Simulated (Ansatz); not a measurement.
ZnCu$_{2}$SnSe$_{4}$:
```
CELL_PARAMETERS angstrom
     -2.79811     2.79811     5.59646
      2.79811    -2.79811     5.59646
      2.79811     2.79811    -5.59646
ATOMIC_POSITIONS crystal
  Zn 0.75000 0.25000 0.50000
  Cu 0.25000 0.75000 0.50000
  Cu 0.00000 0.00000 0.00000
  Sn 0.50000 0.50000 0.00000
  Se 0.63054 0.64066 0.53330
  Se 0.35934 0.89265 0.98988
  Se 0.10735 0.09724 0.46670
  Se 0.90276 0.36946 0.01012
```

Relaxed with LDA. Special points in fractions of this cell's reciprocal vectors: Γ (0.000, 0.000, 0.000); X (0.000, 0.000, 0.500); P (0.250, 0.250, 0.250); N (0.000, 0.500, 0.000); M (0.500, 0.500, -0.500); S (0.312, 0.688, -0.312); S0 (-0.312, 0.312, 0.312); R (-0.125, 0.125, 0.500); G (0.500, 0.500, -0.125).

### Question
List the band energies nearest the Fermi level at these points for LDA (plane waves, PAW; program Ansatz).

### Answer
In eV from the Fermi level; about four levels below and three above (degenerate sets whole), none deeper than 8.9 eV; points with the same levels are listed once.

```tsv
k	below	above
Γ	-0.30 -0.03 -0.03 -0.02	1.50 2.18 3.31 3.31
X	-1.04 -0.92 -0.70 -0.50	0.07 1.75 2.54
P	-0.97 -0.96 -0.81 -0.80	0.44 2.38 2.45
N	-1.47 -1.43 -1.34 -0.71	1.36 2.64 2.88
M	-1.36 -1.36 -1.12 -1.12	0.77 1.53 1.53
S	-1.71 -1.39 -0.88 -0.76	1.14 1.98 2.68
R	-1.07 -1.00 -0.89 -0.75	0.39 2.00 3.04
```

Space group I-4. The LDA relaxation kept the symmetry of its start. The run is not spin-polarised. The Fermi level of a semimetal is unsure by some 0.05 eV on such meshes. Scalar-relativistic: spin–orbit coupling is off unless named, which matters more the heavier the elements.

Potentials: the later of the program's two PAW sets.
